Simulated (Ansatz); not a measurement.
Here is the system:

Ga:
```cif
data_Ga8
_chemical_formula_sum 'Ga8'
_space_group_name_H-M_alt 'Cmce'
_space_group_IT_number 64
_space_group_name_Hall '-C 2ac 2'
_cell_length_a 4.47933
_cell_length_b 7.59625
_cell_length_c 4.48580
_cell_angle_alpha 90.000
_cell_angle_beta 90.000
_cell_angle_gamma 90.000
loop_
_space_group_symop_operation_xyz
  'x, y, z'
  '-x, -y, -z'
  '-x+1/2, -y, z+1/2'
  'x+1/2, y, -z+1/2'
  'x, -y, -z'
  '-x, y, z'
  '-x+1/2, y, -z+1/2'
  'x+1/2, -y, z+1/2'
  'x+1/2, y+1/2, z'
  '-x+1/2, -y+1/2, -z'
  '-x, -y+1/2, z+1/2'
  'x, y+1/2, -z+1/2'
  'x+1/2, -y+1/2, -z'
  '-x+1/2, y+1/2, z'
  '-x, y+1/2, -z+1/2'
  'x, -y+1/2, z+1/2'
loop_
_atom_site_label
_atom_site_type_symbol
_atom_site_symmetry_multiplicity
_atom_site_Wyckoff_symbol
_atom_site_fract_x
_atom_site_fract_y
_atom_site_fract_z
_atom_site_occupancy
Ga1 Ga 8 f 0.00000 0.34406 0.41663 1
```
(The calculation used a cell of 4 atoms; values per cell refer to that cell.)

This is the PBEsol-relaxed structure.

Question: All from DFT-PBEsol in the program Ansatz with PAW potentials, unless another level is named. Estimate the density of states at the Fermi level.

Answer: 0.16 states/eV per atom (mean over ±0.08 eV).

Question: What about the gap with spin–orbit coupling?

Answer: none (metallic).

The PBEsol relaxation kept the symmetry of its start; of distortions, only those at the zone centre were tested. Scalar-relativistic: spin–orbit coupling is off unless named, which matters more the heavier the elements.

Potentials: the earlier of the program's two PAW sets.
